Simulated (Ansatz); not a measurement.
Cell and atoms are relaxed with the symmetry kept. Start:

```cif
data_structure
_symmetry_space_group_name_H-M 'P 1'
_symmetry_Int_Tables_number 1
_cell_length_a 4.3284
_cell_length_b 4.3284
_cell_length_c 4.3284
_cell_angle_alpha 60.000
_cell_angle_beta 60.000
_cell_angle_gamma 60.000
_cell_volume 57.34
loop_
_atom_site_label
_atom_site_type_symbol
_atom_site_fract_x
_atom_site_fract_y
_atom_site_fract_z
_atom_site_occupancy
Pb1 Pb 0.00000 0.00000 0.00000 1
Se1 Se 0.50000 0.50000 0.50000 1
```

Computed with DFT PBE, scalar-relativistic, plane waves, PAW in Ansatz.

Cutoff 420 eV; k points 10×10×10 on the computed 2-atom cell (Γ-centred); Gaussian smearing, width 0.01 eV; no spin polarisation.

Q: What does it relax to?

A: The volume increases by 1.38 Å³/atom to 30.05 Å³/atom, and the energy falls by 10.1 meV/atom. Final structure:
```
Pb Se
1.0
     0.00000    3.10894    3.10894
     3.10894    0.00000    3.10894
     3.10894    3.10894    0.00000
Pb Se
1 1
Direct
  0.00000 0.00000 0.00000
  0.50000 0.50000 0.50000
```

Spin–orbit coupling is left out, which can shift energies with elements as heavy as these.